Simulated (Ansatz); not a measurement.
Input:

ZrIn:
```xyz
2
Lattice="3.1516 0.0000 0.0000 0.0000 3.1516 0.0000 0.0000 0.0000 4.4205" Properties=species:S:1:pos:R:3 pbc="T T T"
Zr     0.0000     0.0000     0.0000
In     1.5758     1.5758     2.2102
```

This is the r²SCAN-relaxed structure.

Problem. All from DFT-r²SCAN in the program Ansatz with PAW potentials, unless another level is named. Estimate the formation energy from the elements (no fitted shifts).

Solution. -0.44 eV/atom.

Problem. And the density of states at the Fermi level?

Solution. 0.58 states/eV per atom (mean over ±0.08 eV).

Space group P4/mmm (L1₀ or tetragonal B2). The workflow started from a Materials Project entry (that database holds measured and hypothetical structures alike); the Crystallography Open Database copy checked does not list it. With Zr and In taken as one species the cell has the higher symmetry Fm-3m, so it may be an ordered model of a mixed-site phase. Its standing as an ambient phase is unchecked. The r²SCAN relaxation kept the symmetry of its start; its stability against distortions is not shown here. No spin polarisation was allowed. The references are the lowest solids computed at this level, not always the standard phases. Spin–orbit coupling is left out wherever it is not named.

Potentials: the later of the program's two PAW sets.
